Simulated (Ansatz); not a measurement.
HfC:
```yaml
crystal:
  lattice:
    - [3.22650, 0.00000, 0.00000]
    - [-1.61325, 2.79423, 0.00000]
    - [0.00000, 0.00000, 2.90136]
  atoms:
    - { symbol: Hf, position: [0.00000, 0.00000, 0.00000] }
    - { symbol: C, position: [0.33333, 0.66667, 0.50000] }
```

Relaxed with r²SCAN. Special points in fractions of this cell's reciprocal vectors: Γ (0.000, 0.000, 0.000); M (0.500, 0.000, 0.000); K (0.333, 0.333, 0.000); A (0.000, 0.000, 0.500); L (0.500, 0.000, 0.500); H (0.333, 0.333, 0.500).

**Question.** List the band energies nearest the Fermi level at these points for r²SCAN (plane waves, PAW; program Ansatz).

**Answer.** In eV from the Fermi level; about four levels below and three above (degenerate sets whole), none deeper than 8.9 eV; points with the same levels are listed once.

```csv
k,below,above
Γ,-1.68 -1.68 -1.04,1.79 5.52 6.51 6.51
M,-5.04 -0.68 -0.51,0.25 5.75 6.14
K,-4.27 -2.84 -0.46,2.89 3.37 4.32
A,-6.19 -0.49 -0.49,2.31 2.31 5.63 5.63
L,-4.14 -2.47 -2.46,2.03 6.74 7.51
H,-4.84 -3.55 -0.15,1.95 6.59 7.40
```

Space group P-6m2. The start of the workflow was typed in or built on a structure type; neither database checked (COD, Materials Project) lists it. It is not the phase usual at ambient conditions (space group No. 225). The r²SCAN relaxation kept the symmetry of its start; its stability against distortions is not shown here. The run is not spin-polarised. Scalar-relativistic: spin–orbit coupling is off unless named, which matters more the heavier the elements.

Potentials: the later of the program's two PAW sets.
